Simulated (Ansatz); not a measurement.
AlN:
```cif
data_Al2N2
_chemical_formula_sum 'Al2 N2'
_space_group_name_H-M_alt 'P 1'
_space_group_IT_number 1
_cell_length_a 3.10664
_cell_length_b 3.10664
_cell_length_c 4.97863
_cell_angle_alpha 90.000
_cell_angle_beta 90.000
_cell_angle_gamma 120.000
loop_
_space_group_symop_operation_xyz
  'x, y, z'
loop_
_atom_site_label
_atom_site_type_symbol
_atom_site_fract_x
_atom_site_fract_y
_atom_site_fract_z
_atom_site_occupancy
Al1 Al 0.66667 0.33333 0.00341 1
Al2 Al 0.33333 0.66667 0.50341 1
N1 N 0.66667 0.33333 0.62179 1
N2 N 0.33333 0.66667 0.12179 1
```

Relaxed with r²SCAN. DFT-r²SCAN in the program Ansatz with PAW potentials gives a gap of 4.88 eV.

Task: What gap does HSE06 give on the same cell (Ansatz, PAW)?

Result: 5.60 eV, 0.72 eV more. The hybrid was solved on a coarser mesh and at special points; its gap is the smallest among all of these.

| k | v1 r²SCAN | c1 r²SCAN | v1 HSE06 | c1 HSE06 |
|---|---|---|---|---|
| Γ | 0.00 | 4.88 | 0.00 | 5.60 |
| A | -0.56 | 7.23 | ? | ? |
| K | -2.41 | 5.70 | -2.57 | 6.34 |
| H | -0.81 | 8.15 | ? | ? |
| M | -0.71 | 6.45 | ? | ? |
| L | -1.39 | 6.00 | ? | ? |

Task: Top valence (v1) and lowest conduction level (c1) in eV from each method's valence maximum (which need not be a listed point): supply the withheld HSE06 values.

Result: 
- L, v1 HSE06: -1.48
- L, c1 HSE06: 6.67
- M, v1 HSE06: -0.76
- M, c1 HSE06: 7.15
- A, v1 HSE06: -0.60
- A, c1 HSE06: 7.99
- H, v1 HSE06: -0.87
- H, c1 HSE06: 8.90

Cost on shared cores: the r²SCAN run (SCF on a 10×10×6 mesh, then bands and DOS) about 30 core-seconds (a rough figure), the HSE06 run (SCF on 8×8×4, then a few points) roughly 110 core-seconds; the tasks are unlike.

Space group P6_3mc (wurtzite). The r²SCAN relaxation kept the symmetry of its start; phonons on a q-mesh show no instability.

Potentials: the later of the program's two PAW sets.
